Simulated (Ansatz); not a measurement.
Data:

CoSi2:
```
CoSi2
1.0
    0.00000     2.63682     2.63682
    2.63682     0.00000     2.63682
    2.63682     2.63682     0.00000
Co Si
1 2
Direct
  0.00000   0.00000   0.00000
  0.75000   0.75000   0.75000
  0.25000   0.25000   0.25000
```

This is the LDA-relaxed structure.

### Question
All from DFT-LDA in the program Ansatz with PAW potentials, unless another level is named. Estimate the electronic character.

### Answer
metallic (no gap).

### Question
Give the density of states at the Fermi level.

### Answer
0.33 states/eV per atom (mean over ±0.08 eV).

### Question
And the formation energy from the elements (no fitted shifts)?

### Answer
-0.62 eV/atom.

Space group Fm-3m (fluorite or antifluorite type). The cell was relaxed with LDA under the symmetry of its start; phonons on a q-mesh show no instability. No spin polarisation was allowed. The references are the lowest solids computed at this level, not always the standard phases.

Potentials: the later of the program's two PAW sets.
